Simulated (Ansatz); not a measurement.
# Frozen-phonon scan for NbRu (space group P4/mmm)

Starting cell, NbRu (space group P4/mmm):

```xyz
4
Lattice="2.9992 0.0000 0.0000 0.0000 2.9992 0.0000 0.0000 0.0000 6.7506" Properties=species:S:1:pos:R:3 pbc="T T T"
Nb     0.0000     0.0000     0.0000
Nb     0.0000     0.0000     3.3753
Ru     1.4996     1.4996     1.6877
Ru     1.4996     1.4996     5.0630
```

The atoms are displaced by Q × the pattern below (from a DFPT mode at Z = (0.0, 0.0, 0.5), largest move 1; Q in Å), at fixed cell. (q is in reciprocal vectors of the primitive cell; the cell shown is doubled to hold the pattern.)

```json
[
 {"atom": "Ru3", "x": "0.000", "y": "0.000", "z": "1.000"},
 {"atom": "Ru4", "x": "0.000", "y": "0.000", "z": "-1.000"}
]
```

Atoms not listed stay in place.

The numbers are results of LDA (plane waves to 420 eV, PAW, scalar-relativistic; Ansatz, an electronic-structure program), not measurements. k mesh 15×15×7 (Γ-centred), Fermi-Dirac smearing 0.05 eV. The energy includes the smearing's −TS. Compression counts positive. With partly filled bands, energies and forces of such displacements shift with the k mesh and the smearing. NbRu is run without spin polarisation. NbRu was relaxed with its symmetry unable to fall. The zero of ΔE is the undisplaced structure.

```
Q (Å)   ΔE (eV/cell)  P (GPa)  −dE/dQ from forces (eV/Å)
------  ------------  -------  -------------------------
-0.176        0.0495      2.7                      1.512
-0.147        0.0156      1.9                      0.834
-0.117       -0.0017      1.3                      0.374
-0.088       -0.0075      0.7                      0.041
-0.059       -0.0058      0.3                     -0.126
-0.029       -0.0019      0.1                     -0.117
0.000         0.0000      0.0                      0.000
0.029        -0.0019      0.1                      0.117
0.059        -0.0058      0.3                      0.126
0.088        -0.0075      0.7                     -0.041
0.117        -0.0017      1.3                     -0.374
0.147         0.0156      1.9                     -0.834
0.176         0.0495      2.7                     -1.512
```

Derived quantities:

The energy at Q = 0.176 Å is 49.5 meV/cell. The position of the deepest minimum (fit) is 0.083 Å from zero and the depth of the well (fit) is 7.6 meV/cell, cell held fixed. Space group of the distorted cell: P4/mmm (No. 123), the same type in a doubled cell. Symmetry of the curve: even: the same for both signs. Shape of the curve: a double well: the undisplaced structure is a maximum between two minima.

(A displaced cell: forces are minus the slopes of the energy, force constants its curvatures, and phonons follow from these.)
